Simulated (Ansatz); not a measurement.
ZnSnN2:
```cif
data_N2SnZn
_chemical_formula_sum 'Sn1 Zn1 N2'
_space_group_name_H-M_alt 'P 1'
_space_group_IT_number 1
_cell_length_a 5.39298
_cell_length_b 5.39298
_cell_length_c 5.39298
_cell_angle_alpha 33.818
_cell_angle_beta 33.818
_cell_angle_gamma 33.818
loop_
_space_group_symop_operation_xyz
  'x, y, z'
loop_
_atom_site_label
_atom_site_type_symbol
_atom_site_fract_x
_atom_site_fract_y
_atom_site_fract_z
_atom_site_occupancy
Sn1 Sn 0.00000 0.00000 0.00000 1
Zn1 Zn 0.50000 0.50000 0.50000 1
N1 N 0.25240 0.25240 0.25240 1
N2 N 0.74760 0.74760 0.74760 1
```

Relaxed with LDA.

Decompose the optical modes at the zone centre into irreducible representations, and say which are infrared and Raman allowed.

Point group -3m: Γ_opt = A1g + 2A2u + Eg + 2Eu. Infrared: A2u, Eu. Raman: A1g, Eg.

Assign frequencies (DFPT, LDA in the plane-wave PAW code Ansatz; without the LO–TO term).

Eu 68, A2u 203, Eg 261, Eu 301, A2u 393, A1g 563 cm⁻¹.

Space group R-3m. A made-up cell: these elements were put on the sites of a structure type; neither database checked (COD, Materials Project) lists it. Whether it is the stable phase at ambient conditions was not checked. The cell was relaxed with LDA under the symmetry of its start. At this level the phase is mechanically unstable. A crystal of weakly bound units computed without a dispersion correction: the cell and the soft elastic constants depend strongly on that. Spin–orbit coupling is left out wherever it is not named.

Potentials: the earlier of the program's two PAW sets.
